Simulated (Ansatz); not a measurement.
SiB2Os2 in space group Cmmm (No. 65; Si on 2a, Os on 4j, B on 4i) at seven volumes, DFT-PBEsol in the program Ansatz with PAW potentials, shape and atoms relaxed at each. One row is withheld.

```tsv
V (Å³/atom)	P (GPa)
9.518	34.03
9.832	20.68
10.145	9.47
10.459	0.01
10.773	-7.85
11.087	?
11.400	-19.49
```

**Question.** Fit the shown pressures and predict the withheld one.

**Answer.** Third-order Birch–Murnaghan: P = (3/2)B₀(x^(7/2) − x^(5/2))[1 + (3/4)(B′ − 4)(x − 1)] with x = (V₀/V)^(2/3). Least squares on the six rows gives V₀ = 10.461 Å³/atom, B₀ = 283.3 GPa, B′ = 5.12. At V = 11.087, x = 0.9620 and P = -14.19 GPa. The run itself gave -14.27 GPa.

The start of the workflow was typed in or built on a structure type; neither database checked (COD, Materials Project) lists it. Whether it is the stable phase at ambient conditions was not checked. The PBEsol relaxation kept the symmetry of its start; whether a distortion lowers the energy is not shown. The run is not spin-polarised. Spin–orbit coupling is left out wherever it is not named.

Potentials: the later of the program's two PAW sets.
